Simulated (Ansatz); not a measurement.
## Stationary points along a deformation path in MgTl

Theory: Ansatz, DFT PBEsol, scalar-relativistic, plane waves, PAW. Cutoff 420 eV, Γ-centred 14×14×14 k-points, Gaussian smearing of 0.15 eV. Spin–orbit coupling is left out, which can shift energies with elements as heavy as these. No spin polarisation. Energies are free energies at this smearing, counted from the undisturbed cell; pressure is positive in compression.

Reference structure (as given, not relaxed at this level; it stands at -0.6 GPa, and it needn't be the usual structure):

```
Mg Tl
1.0
     3.63500    0.00000    0.00000
     0.00000    3.63500    0.00000
     0.00000    0.00000    3.63500
Mg Tl
1 1
Cartesian
  0.0000 0.0000 0.0000
  1.8175 1.8175 1.8175
```

At fixed volume and fractional coordinates, lengths along (0.577, 0.577, 0.577) are scaled against those across it; ρ is that ratio over its starting value. V = 24.015 Å³/atom. Δσ is the stress along the axis less the mean stress across it (compression positive).

```
    ρ  ΔE (meV/atom)  Δσ (GPa) space group
0.500         3561.7    168.75         R-3m
0.600         1325.7     83.98         R-3m
0.710          364.1     33.97         R-3m
0.850           39.7      6.60         R-3m
0.930            5.6      1.70         R-3m
1.000            0.0      0.00        Pm-3m
1.080            4.1     -0.86         R-3m
1.200           19.4     -2.28         R-3m
1.410           78.3     -4.79         R-3m
1.700          176.3     -4.55         R-3m
2.000          220.8      0.00        Fm-3m
```

Problem. How does the stress give the slope of the energy, and where is the energy stationary?

Solution. Along the path d ln(length) is 2/3 d ln ρ on the axis and −1/3 d ln ρ across it, so dE/d ln ρ = −(2/3) V Δσ: the energy falls with ρ where Δσ is positive. Δσ vanishes or changes sign at ρ = 1.000 (Pm-3m), a minimum at 0.0 meV/atom; at ρ = 2.000 (Fm-3m, an end of the scan), at 220.8 meV/atom. Pairs of stationary points between two samples would go unseen, and could change a minimum read from distant neighbours into a maximum. At ρ = 1.000, 2.000 the cell is cubic, where symmetry alone makes the stress isotropic and the slope zero.

Problem. Which shear constant sets the curvature at ρ = 1?

Solution. For a cubic crystal E/V = (2/3) C (ln ρ)² with C = C44, so Δσ = −2C ln ρ. The parabola of Δσ against ln ρ through ρ = 0.930, 1 and 1.080 gives C ≈ 8.8 GPa with the ions clamped, rough because the steps are large. It is the stress–strain coefficient at this cell's pressure of -0.6 GPa, not the zero-pressure constant.

In a metal these slopes depend on the k mesh and the smearing.